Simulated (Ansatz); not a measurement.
Here is the system:

Mg:
```cif
data_Mg8
_chemical_formula_sum 'Mg8'
_space_group_name_H-M_alt 'Pm-3n'
_space_group_IT_number 223
_space_group_name_Hall '-P 4n 2 3'
_cell_length_a 5.69262
_cell_length_b 5.69262
_cell_length_c 5.69262
_cell_angle_alpha 90.000
_cell_angle_beta 90.000
_cell_angle_gamma 90.000
loop_
_atom_site_label
_atom_site_type_symbol
_atom_site_symmetry_multiplicity
_atom_site_Wyckoff_symbol
_atom_site_fract_x
_atom_site_fract_y
_atom_site_fract_z
_atom_site_occupancy
Mg1 Mg 2 a 0.00000 0.00000 0.00000 1
Mg2 Mg 6 c 0.00000 0.50000 0.25000 1
```

This is the r²SCAN-relaxed structure.

**Question.** All from r²SCAN in the plane-wave PAW code Ansatz, unless another level is named. Give the Young's modulus.

**Answer.** 35.6 GPa.

**Question.** Next, the elastic constants (relaxed ions, GPa)?

**Answer.** C11 = 84.9, C12 = 13.8, C44 = 5.8.

The start of the workflow was typed in or built on a structure type; neither database checked (COD, Materials Project) lists it. It is not the phase usual at ambient conditions (space group No. 194). The r²SCAN relaxation kept the symmetry of its start; its stability against distortions is not shown here. As this level gives no gap, shear constants depend on the k-mesh and smearing (Fermi–Dirac, 0.1 eV here).

Potentials: the later of the program's two PAW sets.
